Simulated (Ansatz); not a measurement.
Structures of NaI2: which is lowest?

Plane-wave DFT in Ansatz with scalar-relativistic PAW potentials, cutoff 420 eV, Γ-centred meshes chosen by cell and gap, Gaussian smearing with energies taken to zero width. Every cell was relaxed (cell and atoms) in a run of its own, within the symmetry of its start. Functional: PBE.

Relaxed structures (starts from databases or built by putting these elements on another compound's sites):
A. Fm-3m, 3 atoms in the computed cell, a = 7.757 Å; sites (symmetry × multiplicity) Na m-3m × 4, I -43m × 8; start: built
B. P6_3/mmc, 6 atoms in the computed cell, a = 3.919 Å, c = 18.211 Å; sites (symmetry × multiplicity) Na -6m2 × 2, I 3m. × 4; start: built

Question: Rank them by energy. Could pressure change the order?

Answer:
```csv
structure,group,E − E(lowest) (meV/atom),V (Å³/atom),gap on mesh (eV)
A,Fm-3m,0.0,38.89,0.00
B,P6_3/mmc,34,40.36,0.00
```

A is lowest, 34 meV/atom under B. The lowest is also the densest of these, so pressure wouldn't bring one of the others in at first order. Other structures may lie lower than all of these, and vibrations aren't counted.

Spin-orbit coupling is left out, which matters for the bands of heavy elements. Spin polarisation was left out, and a magnetic state may lie lower.